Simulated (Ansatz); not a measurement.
The elements of this relaxed trial crystal are hidden behind letters.

```
lattice vectors (Å)
   3.7906    0.0000    0.0000
  -1.8953    3.2827    0.0000
   0.0000    0.0000   18.7289
fractional positions
X 0.0000 0.0000 0.0109
X 0.3333 0.6667 0.8387
X 0.6667 0.3333 0.6665
X 0.0000 0.0000 0.4943
X 0.3333 0.6667 0.3222
Z 0.6667 0.3333 0.1621
Q 0.0000 0.0000 0.8842
Q 0.3333 0.6667 0.7120
Q 0.6667 0.3333 0.5398
Q 0.0000 0.0000 0.3675
Q 0.3333 0.6667 0.1949
Q 0.6667 0.3333 0.0568
```

All numbers below come from DFT PBE, scalar-relativistic, plane waves, PAW in Ansatz. Cutoff 420 eV, Γ-centred 12×12×2 mesh (12-atom cell), Gaussian smearing of 0.02 eV, no spin polarisation.

| Property | Result |
| --- | --- |
| Space group | P3m1 (No. 156) |
| Conventional cell | a = 3.791 Å, c = 18.729 Å |
| Volume per atom | 19.42 Å³ |
| Density | 2.36 g/cm³ |
| Energy over the elements | −0.454 eV/atom |
| Gap on the 12×12×2 mesh of the 12-atom cell | 1.03 eV |

Energies are uncorrected and count from the elements' standard states at the same level.

Question: X is a p-block element of period 3, Z is a p-block element of period 2 and Q is a p-block element of period 3. Which elements are they?

Answer: X = Al, Z = B, Q = P, so the formula is Al5BP6. Density times volume gives a mean mass of 2.36 × 19.42/1.6605 = 27.6 u per atom, and this set has 27.6 u. Al on its first site is surrounded by 4 P at 2.35–2.37 Å; around B lie 1 P at 1.97 Å and 3 P at 2.27 Å; P on its first site has 4 Al at 2.35–2.37 Å; 9 more sites not described. Other sets within the hints have nearly the same mass, so mass alone doesn't settle it; this one was computed.

Kohn–Sham gaps at this level usually fall short of measured ones. Symmetry constrained the relaxation, so the result can be a saddle point. Another cell of Al5BP6 relaxed alike, in P31m, lies 61 meV/atom lower, so this cell isn't the stable form at this level.
